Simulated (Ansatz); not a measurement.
AlN:
```yaml
crystal:
  lattice:
    - [3.10655, 0.00000, 0.00000]
    - [-1.55327, 2.69035, 0.00000]
    - [0.00000, 0.00000, 4.97815]
  atoms:
    - { symbol: Al, position: [0.66667, 0.33333, 0.49920] }
    - { symbol: Al, position: [0.33333, 0.66667, 0.99920] }
    - { symbol: N, position: [0.66667, 0.33333, 0.88080] }
    - { symbol: N, position: [0.33333, 0.66667, 0.38080] }
```

Relaxed with r²SCAN.

Task: Give the optical modes at the zone centre with their infrared and Raman activity from DFPT, DFT-r²SCAN in the program Ansatz with PAW potentials.

Result: Transverse frequencies, without the LO–TO term; a row sums one degenerate level.

| ω (cm⁻¹) | degeneracy | IR ((D/Å)²/amu) | Raman (Å⁴/amu) | activity | symmetry |
|---|---|---|---|---|---|
| 249 | 2 | 0.00 | 0.11 | Raman | E2 |
| 559 | 1 | 0.00 | 0 | silent | B1 |
| 621 | 1 | 35.96 | 19 | IR+Raman | A1 |
| 665 | 2 | 0.00 | 17 | Raman | E2 |
| 678 | 2 | 63.89 | 8.6 | IR+Raman | E1 |
| 740 | 1 | 0.00 | 0 | silent | B1 |

Task: How high does the top mode go among those that the LO–TO term moves?

Result: 924 cm⁻¹ for q along x, 924 cm⁻¹ for q along y, 901 cm⁻¹ for q along z.

Space group P6_3mc (wurtzite). The r²SCAN relaxation kept the symmetry of its start; phonons on a q-mesh show no instability.

Potentials: the earlier of the program's two PAW sets.
